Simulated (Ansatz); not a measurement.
This guess for Na₂LuH₅ is about to be relaxed.

```xyz
8
Lattice="-2.6390 2.6797 3.4354 2.6390 -2.6797 3.4354 2.6390 2.6797 -3.4354" Properties=species:S:1:pos:R:3 pbc="T T T"
Na    0.0000    0.0000    0.0000
Na    0.0000    0.0000    3.4354
Lu    2.6390    0.0000    0.0000
H    -1.3194    2.6797    2.1553
H     1.3194    2.6797    2.1553
H     3.9584    0.0000    1.2801
H     1.3196    0.0000    1.2801
H     0.0000    2.6797    0.0000
```

All numbers below come from DFT PBE, scalar-relativistic, plane waves, PAW (Ansatz 0.2.0). Cutoff 420 eV, Gaussian smearing, Γ-centred meshes. Cell and atoms relax first on a coarse mesh and then on a finer one. In between, the cell is made exact in the group found at 0.06 Å. In metals the finer mesh still leaves noise of several meV/atom or more. The steps can't lower the symmetry of their start. No spin polarisation.

A guess keeps its type if space group and coordination stay and the shape of the cell changes little (axis ratios within about 15 %, angles within 6°); the volume may change.

**Question.** Does it keep its structure type, or change into something else?

**Answer.** It doesn't keep its type. The symmetry stays Immm (No. 71). The volume per atom grows by 40.6 %, from 12.1 to 17.1 Å³. The shortest distance goes from 1.84 Å (Lu–H and Na–H) to 2.09 Å (Na–H). Counting neighbours within 15 % of an atom's shortest distance, the start has H 2/8, Lu 4, Na 4/8 and the end H 4, Lu 4, Na 4. In detail, at the end Na on its first site is surrounded by 4 H at 2.09 Å, 2 Na at 2.74 Å and 2 Lu at 3.36 Å; Lu is surrounded by 4 H at 2.10 Å, 2 H at 2.74 Å, 2 Na at 3.36 Å and 2 Na at 3.70 Å; around H on a site of symmetry m lie 1 Na at 2.09 Å, 1 Lu at 2.10 Å, 1 Na at 2.24 Å, 1 H at 2.26 Å and 1 H at 2.50 Å; 2 more sites not described.

```
Na Lu H
1.0
    -2.74462    3.36073    3.70331
     2.74462   -3.36073    3.70331
     2.74462    3.36073   -3.70331
Na Lu H
2 1 5
Direct
  0.00000 0.00000 0.00000
  0.00000 0.50000 0.50000
  0.50000 0.00000 0.50000
  0.24830 0.22781 0.47611
  0.75170 0.22781 0.97952
  0.75170 0.77219 0.52389
  0.24830 0.77219 0.02048
  0.50000 0.50000 0.00000
```

The last run used a 10×10×10 mesh for its 8-atom cell and Gaussian smearing of 0.10 eV. A structure relaxed within its symmetry needn't be a true minimum.

In counts of neighbours, a slash parts the counts of unlike sites.
